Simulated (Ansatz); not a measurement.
Zincblende alloy of GaAs and GaP (4 of 32 As sites exchanged), 64 atoms

Ansatz, PAW, plane waves. PBEsol relaxation of volume and atoms (shape held) at the single k point (¼, ¼, ¼) without its symmetry partners; single points on the relaxed atoms at the single k point (¼, ¼, ¼) without its symmetry partners, onto which points of the small cell's zone fold. Arrangement: random. No spin–orbit coupling unless named.

Relaxed structure:

```
Ga As P
1.0
    11.26088    0.00000    0.00000
     0.00000   11.26088    0.00000
     0.00000    0.00000   11.26088
Ga As P
32 28 4
Direct
  0.99939 0.99921 0.00063
  0.99944 0.99321 0.49970
  0.99991 0.50103 0.99984
  0.99600 0.50385 0.49629
  0.49983 0.99974 0.99998
  0.50381 0.99591 0.49627
  0.50065 0.50057 0.00092
  0.49990 0.50109 0.49982
  0.24972 0.24938 0.00030
  0.24952 0.24916 0.49960
  0.24924 0.74989 0.00038
  0.24612 0.75321 0.49633
  0.74995 0.24928 0.00028
  0.75030 0.24909 0.49963
  0.75054 0.75001 0.00028
  0.75312 0.75291 0.49635
  0.24560 0.99588 0.25349
  0.25035 0.99991 0.74904
  0.25041 0.50055 0.24980
  0.24892 0.50102 0.74876
  0.74676 0.99643 0.25292
  0.75380 0.99589 0.74489
  0.75403 0.50457 0.25369
  0.74987 0.50056 0.74905
  0.99934 0.24886 0.25030
  0.99985 0.24972 0.74871
  0.99978 0.74995 0.25665
  0.99602 0.75323 0.74517
  0.49995 0.24983 0.24995
  0.50063 0.24898 0.74938
  0.50392 0.75330 0.25372
  0.50001 0.74997 0.74856
  0.12468 0.12358 0.12590
  0.12358 0.12267 0.62328
  0.12357 0.62606 0.12702
  0.12279 0.62673 0.62245
  0.62501 0.12360 0.12589
  0.62566 0.12267 0.62358
  0.62607 0.62619 0.12688
  0.62691 0.62704 0.62259
  0.37483 0.37484 0.12480
  0.37481 0.37477 0.62457
  0.37480 0.87451 0.12692
  0.37482 0.87462 0.62229
  0.87473 0.37592 0.12581
  0.87482 0.37587 0.62339
  0.87495 0.87373 0.12786
  0.37492 0.12245 0.37460
  0.37489 0.12471 0.87475
  0.37472 0.62714 0.37486
  0.37493 0.62512 0.87472
  0.87481 0.12166 0.37556
  0.87464 0.12354 0.87356
  0.87498 0.62615 0.87343
  0.12379 0.37589 0.37480
  0.12461 0.37493 0.87456
  0.12368 0.87451 0.87341
  0.62601 0.37613 0.37478
  0.62511 0.37503 0.87472
  0.62604 0.87496 0.87356
  0.87466 0.87363 0.62129
  0.87494 0.62809 0.37584
  0.12264 0.87411 0.37570
  0.62713 0.87388 0.37581
```

Q: What are the mean bond lengths by pair (pairs within 1.2 times the sum of covalent radii, less contacts 15 % beyond the pair's median; cation–cation pairs of compounds aside; long ionic contacts are cut short by that bound)?

A: As–Ga 2.446 ± 0.005 Å (standard deviation, 112 bonds); Ga–P 2.381 ± 0.005 Å (standard deviation, 16 bonds).

Q: What gap lies between the top filled and the lowest empty level in the single points?

A: r²SCAN 1.81 eV (7.7 s on NVIDIA H100). Away from Γ this isn't the crystal's band gap. An indirect band minimum needn't fold onto Γ of this cell; where it doesn't, these gaps are too wide.
